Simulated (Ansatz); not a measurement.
# One relaxed cell of RbLuO2 at several levels

A database entry relaxed whole under r2SCAN at zero pressure (R-3m, No. 166):

```
CELL_PARAMETERS angstrom
1.70018 0.98160 6.48774
-1.70018 0.98160 6.48774
0.00000 -1.96320 6.48774
ATOMIC_POSITIONS crystal
Rb 0.00000 0.00000 0.00000
Lu 0.50000 0.50000 0.50000
O 0.22462 0.22462 0.22462
O 0.77538 0.77538 0.77538
```

Its volume is 16.24 Å³ an atom, +1.7 % against the entry's 15.98, a cell as deposited in COD (1969).

Single points on this cell with plane-wave PAW DFT (Ansatz 0.2.0; r2SCAN 500 eV, hybrids 420 eV; fermi-dirac occupations of width 0.020 eV; no moments): r2SCAN on a 10×10×10 Γ-centred mesh; r2SCAN with spin-orbit coupling on a 6×6×6 Γ-centred mesh; HSE06 on a 4×4×4 Γ-centred mesh; PBE0 on a 4×4×4 Γ-centred mesh.

Problem. What does each level give for gap and charges?

Solution. The runs give:

| level | gap (eV), or kind | pressure (GPa) | Bader charge of Rb (e) | Bader charge of Lu (e) | Bader charge of O (e) |
| --- | --- | --- | --- | --- | --- |
| r2SCAN | 3.80 | 0.0 | +0.81 | +2.14 | -1.48 |
| r2SCAN with spin-orbit coupling | 3.61 | -0.1 | +0.81 | +2.14 | -1.48 |
| HSE06 | 5.02 | 1.0 | +0.81 | +2.17 | -1.49 |
| PBE0 | 5.76 | 0.9 | +0.81 | +2.17 | -1.49 |

Under r2SCAN the gap is 3.80 eV, over mesh and band path. HSE06 moves it by +1.22 eV and PBE0 by +1.97 eV; PBE0 keeps its exact exchange at long range, which widens the gap over HSE06's by 0.74 eV on their common mesh. Spin-orbit coupling moves the r2SCAN gap by -0.19 eV, which the hybrid values lack.

Caveats: the relaxation kept the start's symmetry; HSE06 is read on its mesh and at the zone's corners, PBE0 on its mesh alone; hybrid pressures are good to a few tenths of a GPa; pressure is positive in compression.
